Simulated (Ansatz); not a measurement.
What moves the field gradients of Si₃N₄?

Cell of run 1: an entry of the Crystallography Open Database (COD), taken as it stands.

```cif
data_Si3N4
_symmetry_space_group_name_H-M 'P6_3/m'
_symmetry_Int_Tables_number 176
_cell_length_a 7.6093
_cell_length_b 7.6093
_cell_length_c 2.9079
_cell_angle_alpha 90.000
_cell_angle_beta 90.000
_cell_angle_gamma 120.000
loop_
_atom_site_label
_atom_site_type_symbol
_atom_site_symmetry_multiplicity
_atom_site_Wyckoff_symbol
_atom_site_fract_x
_atom_site_fract_y
_atom_site_fract_z
Si Si 6 h 0.1742 0.7678 0.2500
N7 N 2 c 0.3333 0.6667 0.2500
N9 N 6 h 0.3290 0.0390 0.2500
```

One atom of each set is listed.

Relaxed positions (PBE, cell held):

Si (0.1739, 0.7678, 0.2500)
N7 (0.3333, 0.6667, 0.2500)
N9 (0.3298, 0.0298, 0.2500)

All runs are DFT with Ansatz 0.2.0 (plane waves and PAW, scalar-relativistic unless spin–orbit coupling is named, Γ-centred meshes, Fermi–Dirac smearing where given) in this cell.

Run 1: PBE, gradients read without the response of the cores, atoms as given; 420 eV, 4×4×10 k-points, smearing 0.02 eV.
Run 2: PBE, gradients read without the response of the cores, atoms relaxed; 420 eV, 4×4×10 k-points, smearing 0.02 eV.
Run 3: r2SCAN, gradients read without the response of the cores, at the relaxed atoms; 500 eV, 4×4×10 k-points, smearing 0.02 eV.

```tsv
run	Si V_zz (η)	N7 V_zz (η)	N9 V_zz (η)
1	2.63 (0.56)	-5.53 (0.00)	-5.01 (0.05)
2	0.90 (0.26)	-5.11 (0.00)	-5.16 (0.07)
3	?	?	?
```

V_zz in 10²¹ V/m².

Task: Estimate the row of run 3.

Result: Si: 0.90 (0.23); N7: -5.21 (0.00); N9: -5.17 (0.07). It lies nearest to run 2, from whose tensors on these sites it differs by 0.10 at most (largest principal value of the difference, on N7). Taken one at a time, the positions of the atoms (as given or relaxed) move the tensors on these sites by up to 1.78 (largest principal value of the change, on Si), the functional (r2SCAN with its higher cutoff) by 0.10 (N7). On Si V_xx and V_yy change places between runs (or their axes turn by over 50°), so η hides a larger change.

In run 1 the atoms aren't at the calculated equilibrium (largest force 1.8 eV/Å). The cell isn't the equilibrium one in runs 1, 2 (calculated pressure 6, 5 GPa, with larger principal stresses), and the entry's cell may itself be off.
